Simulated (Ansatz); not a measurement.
# Notes on AlFe

```xyz
2
Lattice="2.9568 0.0000 0.0000 0.0000 2.9568 0.0000 0.0000 0.0000 2.9568" Properties=species:S:1:pos:R:3 pbc="T T T"
Fe    1.4784    1.4784    1.4784
Al    0.0000    0.0000    0.0000
```

Method: PBE, no spin polarisation; PAW, plane waves to 420 eV, 11×11×11 Γ-centred mesh, fermi-dirac occupations (width 0.1 eV) (Ansatz 0.2.0), atoms fixed.

- Formation energy: -0.25 eV an atom against the elements' usual phases (free molecules for gases, crystals otherwise, with no correction for O₂ or N₂), so it is bound against them; other compounds may still compete. Relaxing would lower it.
- At the Fermi level: It is a metal, with about 3.4 states/eV a cell as the mean within 0.25 eV of the Fermi level, mostly Fe d (92 %).
- Stress: The pressure is -13.0 GPa (compression positive), so with the atoms held at these fractions the cell would first shrink.
- Charges: Bader charges in e: Al +1.43, Fe -1.43. In the mean Al gives up most and Fe takes most.

Origin: a database entry at a rescaled volume. Caveats: no spin polarisation, so a magnetic state may lie lower; atoms or cell far from equilibrium.
